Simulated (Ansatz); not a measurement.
Ti3Al (D019 type, space group P6_3/mmc)

```
Ti3Al
1.0
    5.75564     0.00000     0.00000
   -2.87782     4.98453     0.00000
    0.00000     0.00000     4.65498
Ti Al
6 2
Direct
  0.83025   0.66049   0.25000
  0.16975   0.83025   0.75000
  0.33951   0.16975   0.25000
  0.16975   0.33951   0.75000
  0.83025   0.16975   0.25000
  0.66049   0.83025   0.75000
  0.33333   0.66667   0.25000
  0.66667   0.33333   0.75000
```

The volume is varied about the relaxed value V₀ at fixed cell shape. The atoms relax within the cell's symmetry.

Computed with PBE (plane waves to 420 eV, PAW, scalar-relativistic; Ansatz, a program for electronic structure). k mesh 10×10×10 (Γ-centred), Fermi-Dirac smearing 0.05 eV. Energies are smeared free energies. Compression counts positive. With the shape held, the modulus is that of even scaling; a crystal free to change shape is softer. Ti3Al is run without spin polarisation. Ti3Al was relaxed with its symmetry unable to fall. The zero of ΔE is the relaxed starting cell. The last digit holds for this mesh only.

```tsv
V (Å³/atom)	ΔE (meV/atom)
15.692	23.7
15.892	14.9
16.092	8.2
16.293	withheld
16.493	0.9
16.693	0.0
16.894	0.8
17.094	3.3
17.294	7.3
17.495	12.7
17.695	19.6
```

Question: Fit a third-order Birch-Murnaghan form (E₀, V₀, B₀, B₀′ free) to the given rows and predict ΔE at V = 16.293.

Answer: Least squares on the 10 given rows: ΔE = E₀ + (9V₀B₀/16)·y²·[2 + (B₀′ − 4)y], y = (V₀/V)^(2/3) − 1, with V₀ = 16.695 Å³/atom, B₀ = 114.6 GPa (160.2 GPa = 1 eV/Å³; the term in eV is multiplied by 1000), B₀′ = 3.65, E₀ = -0.01 meV/atom; root-mean-square residual 0.03 meV/atom. At 16.293 the fit gives 3.6 meV/atom; the calculation gives 3.6 meV/atom, the same to the digits shown. For the pressure the fit gives 2.9 GPa against the computed 2.9 GPa.

(Under strain, the slope of the energy per volume gives the stress and its curvature an elastic modulus.)
